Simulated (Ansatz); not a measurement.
BaMg$_{2}$Pb$_{2}$:
```xyz
10
Lattice="4.9845 0.0000 0.0000 0.0000 4.9845 0.0000 0.0000 0.0000 12.3021" Properties=species:S:1:pos:R:3 pbc="T T T"
Pb     0.0000     2.4923    10.6553
Pb     2.4923     0.0000     1.6468
Mg     0.0000     0.0000     0.0000
Mg     2.4923     2.4923     0.0000
Mg     0.0000     2.4923     7.8155
Mg     2.4923     0.0000     4.4866
Ba     0.0000     2.4923     3.0753
Ba     2.4923     0.0000     9.2268
Pb     0.0000     0.0000     6.1511
Pb     2.4923     2.4923     6.1511
```

Relaxed with r²SCAN. Special points in fractions of this cell's reciprocal vectors: Γ (0.000, 0.000, 0.000); X (0.000, 0.500, 0.000); M (0.500, 0.500, 0.000); Z (0.000, 0.000, 0.500); R (0.000, 0.500, 0.500); A (0.500, 0.500, 0.500).

**Question.** List the band energies nearest the Fermi level at these points for the program Ansatz at the r²SCAN with spin–orbit coupling level (PAW).

**Answer.** In eV from the Fermi level; about four levels below and three above (degenerate sets whole), none deeper than 8.9 eV; points with the same levels are listed once.

```tsv
k	below	above
Γ	-0.29 -0.29 -0.07 -0.07	0.38 0.38 0.50 0.50
X	-0.17 -0.17 -0.17 -0.17	1.61 1.61 1.61 1.61
M	-1.59 -1.59 -1.59 -1.59	1.34 1.34 1.34 1.34
Z	-0.40 -0.40 -0.39 -0.39	0.52 0.52 0.95 0.95 0.95 0.95
R	-0.04 -0.04 -0.04 -0.04	0.86 0.86 0.86 0.86
A	-1.55 -1.55 -1.55 -1.55	0.67 0.67 0.67 0.67
```

Space group P4/nmm. The workflow started from an entry of the Crystallography Open Database (COD). Whether it is the stable phase at ambient conditions was not checked. The cell was relaxed with r²SCAN under the symmetry of its start; its stability against distortions is not shown here.

Potentials: the later of the program's two PAW sets.
